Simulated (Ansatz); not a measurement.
Ga₂O₃:
```xyz
10
Lattice="6.1394 1.5237 0.0000 -6.1394 1.5237 0.0000 -1.3769 0.0000 5.6442" Properties=species:S:1:pos:R:3 pbc="T T T"
Ga    -2.8932     1.5237     3.8693
Ga     1.5163     1.5237     1.7748
Ga     4.7469     1.5237     1.1554
Ga    -6.1238     1.5237     4.4887
O     -0.9785     1.5237     4.1996
O     -0.3984     1.5237     1.4446
O      3.4104     1.5237     2.4679
O     -4.7873     1.5237     3.1763
O     -4.2610     1.5237     0.6178
O      2.8841     1.5237     5.0264
```

DFT-PBEsol in the program Ansatz with PAW potentials gives a gap of 2.22 eV without spin–orbit coupling, maximum on the M2–D line, 20 % of the way from M2, minimum at Γ.

### Question
What happens when spin–orbit coupling is switched on?

### Answer
The gap hardly moves, to 2.22 eV; maximum on the M2–D line, 20 % of the way from M2, minimum at Γ.

### Question
Give the electron effective mass with spin–orbit coupling.

### Answer
0.22, 0.23, 0.24 mₑ (principal values).

### Question
Give the hole effective mass with spin–orbit coupling.

### Answer
3.1, 3.4, 4.4 mₑ (principal values).

Space group C2/m. Symmetry was held in the PBEsol relaxation.

Potentials: the earlier of the program's two PAW sets. The files were generated under PBE; for other functionals the program regenerates the frozen cores, and for LDA and PBEsol the local potential too.
